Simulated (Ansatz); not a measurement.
Question: Each is relaxed and computed with the program Ansatz at the r²SCAN level (PAW). Which is the only metal?
A. B4C, Cm (Pearson symbol mS30)
B. NiS, NiAs type
C. NiI2, R-3m (Ni on 3a, I on 6c)
D. MgNi3C, anti-perovskite

Answer: D, MgNi3C, anti-perovskite. MgNi3C: metal; NiS: gap 0.67 eV (indirect); NiI2: gap 1.06 eV (indirect); B4C: gap 3.22 eV (indirect). Spin orders computed, not proven ground states: MgNi3C, anti-perovskite ferromagnetic; NiS, NiAs type antiferromagnetic; NiI2, R-3m (Ni on 3a, I on 6c) ferromagnetic. Standing as an ambient phase not checked: MgNi3C, anti-perovskite; NiS, NiAs type; NiI2, R-3m (Ni on 3a, I on 6c); B4C, Cm (Pearson symbol mS30). Weakly bound layers, chains or molecules computed without a dispersion correction, so cells and soft constants are ill determined: NiI2, R-3m (Ni on 3a, I on 6c). All cells were relaxed under the symmetry of their starts (and spin orders); stability against distortions was not tested throughout. Cells of antiferromagnets are given as chemical subcells. Spin–orbit coupling is left out wherever it is not named.

Potentials: the later of the program's two PAW sets.
